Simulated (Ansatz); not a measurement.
Input:

TiPt3 (Cu3Au type, Pm-3m), a = 3.899 Å, b = 3.899 Å, c = 3.899 Å, α = 90.00°, β = 90.00°, γ = 90.00°.

This is the PBEsol-relaxed structure.

**Question.** All from plane-wave PAW PBEsol (Ansatz code), unless another level is named. Give the density of states at the Fermi level.

**Answer.** 0.24 states/eV per atom (mean over ±0.08 eV).

**Question.** And the formation energy from the elements (no fitted shifts)?

**Answer.** -85 kJ/mol-atom.

**Question.** Give the gap with spin–orbit coupling.

**Answer.** none (metallic).

Symmetry was held in the PBEsol relaxation; of distortions, only those at the zone centre were tested. No spin polarisation was allowed. The references are the lowest solids computed at this level, not always the standard phases. Scalar-relativistic: spin–orbit coupling is off unless named, which matters more the heavier the elements.

Potentials: the later of the program's two PAW sets.
